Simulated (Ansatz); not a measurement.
The elements of this relaxed trial crystal are hidden behind letters.

```
lattice vectors (Å)
   2.2891    1.3216    9.0524
  -2.2891    1.3216    9.0524
   0.0000   -2.6432    9.0524
fractional positions
X 0.2526 0.2526 0.2526
X 0.7474 0.7474 0.7474
Z 0.4613 0.4613 0.4613
Z 0.5387 0.5387 0.5387
Z 0.5000 0.5000 0.5000
```

These are results of Ansatz 0.2.0, DFT PBE, scalar-relativistic, plane waves, PAW, not measurements. Cutoff 420 eV, Γ-centred 12×12×12 mesh (5-atom cell), Gaussian smearing of 0.10 eV, no spin polarisation.

* Space group: R-3m (No. 166)
* Conventional cell: a = 4.578 Å, c = 27.157 Å
* Volume per atom: 32.86 Å³
* Density: 1.76 g/cm³
* Energy over the elements: +0.06 eV/atom
* Gap on the 12×12×12 mesh of the 5-atom cell: 0 eV (a metal)

Energies are uncorrected and count from the elements' standard states at the same level.

Q: X is an s-block element of period 5 and Z is an s-block element of period 1. Which elements are they?

A: X = Rb, Z = H, so the formula is Rb2H3. Density times volume gives a mean mass of 1.76 × 32.86/1.6605 = 34.8 u per atom, and this set has 34.8 u. Among the elements that the hints allow, noble gases aside, only these give it. Around Rb lie 3 H at 2.94 Å and 3 H at 3.53 Å; around H on a site of symmetry 3m lie 1 H at 1.05 Å, 1 H at 2.10 Å and 3 Rb at 2.94 Å; around H on a site of symmetry -3m lie 2 H at 1.05 Å and 6 Rb at 3.53 Å.

The cell is a metal run without spin; a magnetic state may lie lower. Symmetry constrained the relaxation, so the result can be a saddle point.
